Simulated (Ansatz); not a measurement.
Clean, relaxed (001) surface of MoS$_{2}$, space group P6_3/mmc (No. 194) (top face towards +c; atoms held fixed, by place in the list: 1, 2, 3, 4):

```xyz
9
Lattice="3.1494 0.0000 0.0000 -1.5747 2.7274 0.0000 0.0000 0.0000 32.2225" Properties=species:S:1:pos:R:3 pbc="T T T"
S     1.5747    0.9091    8.5000
Mo    0.0000    1.8183   10.0659
S     1.5747    0.9091   11.6317
S     0.0000    1.8183   14.5454
Mo    1.5747    0.9091   16.1111
S     0.0000    1.8183   17.6769
S     1.5747    0.9091   20.6054
Mo    0.0000    1.8183   22.1726
S     1.5747    0.9091   23.7418
```

The calculation used DFT PBE+D3(BJ), scalar-relativistic, plane waves, PAW in Ansatz 0.2.0. Cutoff 420 eV; k points 9×9×1 on the computed 9-atom cell (Γ-centred); Gaussian smearing, width 0.05 eV; no spin polarisation. A dipole correction removes the field between periodic images along c.

With the adsorbate the run is spin-polarised, so any moments that the slab's own atoms take up count into E_ads.

O (atom) is adsorbed on the top face, one adsorbate per 8.6 Å², and relaxed from 2 starting sites (fractions of a and b). E_ads counts from the clean slab and the free adsorbate (spin-polarised where it has unpaired electrons); negative means bound. Heights count from the highest slab atom after relaxation. Δp counts per cell along +c. Bonded neighbours lie within 1.25 times the sum of covalent radii (1.35 for H) and, on that scale, within 12 % of the closest. With the adsorbate the cell is lengthened along c to keep the vacuum.

| start | ends at | E_ads (eV) | height (Å) | shortest contact | Δp (e·Å) |
| --- | --- | --- | --- | --- | --- |
| top (S) at (0.67, 0.33) | (0.67, 0.33), 1 bonded neighbour (S) | -3.54 | 1.47 | O–S 1.47 Å | -0.133 |
| hollow (S-S-S) at (0.00, 0.00), 0.3 Å under the top layer | (0.00, 0.00), 6 bonded neighbours (Mo and S) (a bond forms, but at a cost in energy) | 1.35 | -0.25 | O–S 1.83 Å | +0.041 |

Among the sites tried, the lowest end comes from the top (S) at (0.67, 0.33) start; other sites may lie lower.

Each end is the local minimum or symmetric point that its start leads to.